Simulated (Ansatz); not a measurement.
InP:
```cif
data_In4P4
_chemical_formula_sum 'In4 P4'
_space_group_name_H-M_alt 'F-43m'
_space_group_IT_number 216
_space_group_name_Hall 'F -4 2 3'
_cell_length_a 5.87868
_cell_length_b 5.87868
_cell_length_c 5.87868
_cell_angle_alpha 90.000
_cell_angle_beta 90.000
_cell_angle_gamma 90.000
loop_
_atom_site_label
_atom_site_type_symbol
_atom_site_symmetry_multiplicity
_atom_site_Wyckoff_symbol
_atom_site_fract_x
_atom_site_fract_y
_atom_site_fract_z
_atom_site_occupancy
In1 In 4 a 0.00000 0.00000 0.00000 1
P1 P 4 c 0.25000 0.25000 0.25000 1
```
(The calculation used a cell of 2 atoms; values per cell refer to that cell.)

Relaxed with PBEsol. The program Ansatz at the PBEsol level (PAW) gives a gap of 0.56 eV.

Problem. What gap does HSE06 give on the same cell (Ansatz, PAW)?

Solution. 1.44 eV, 0.88 eV more. The hybrid was solved on a coarser mesh and at special points; the gap given is the minimum over both.

```csv
k,v1 PBEsol,c1 PBEsol,v1 HSE06,c1 HSE06
Γ,0.00,0.56,0.00,1.44
X,-2.32,1.65,?,?
L,-0.97,1.38,?,?
W,-2.92,4.19,?,?
K,-1.94,2.25,?,?
```

Problem. Top valence (v1) and lowest conduction level (c1) in eV from each method's valence maximum (which need not be a listed point): supply the withheld HSE06 values.

Solution. 
- L, v1 HSE06: -1.05
- L, c1 HSE06: 2.23
- K, v1 HSE06: -2.09
- K, c1 HSE06: 3.05
- W, v1 HSE06: -3.11
- W, c1 HSE06: 5.04
- X, v1 HSE06: -2.51
- X, c1 HSE06: 2.38

Cost on shared cores: the PBEsol run (SCF on a 8×8×8 mesh, then bands and DOS) very roughly 6 core-seconds, the HSE06 run (SCF on 6×6×6, then a few points) about 40 core-seconds (a rough figure); the tasks are unlike.

The PBEsol relaxation kept the symmetry of its start. Spin–orbit coupling is left out wherever it is not named.

Potentials: the earlier of the program's two PAW sets. The files were generated under PBE; for other functionals the program regenerates the frozen cores, and for LDA and PBEsol the local potential too.
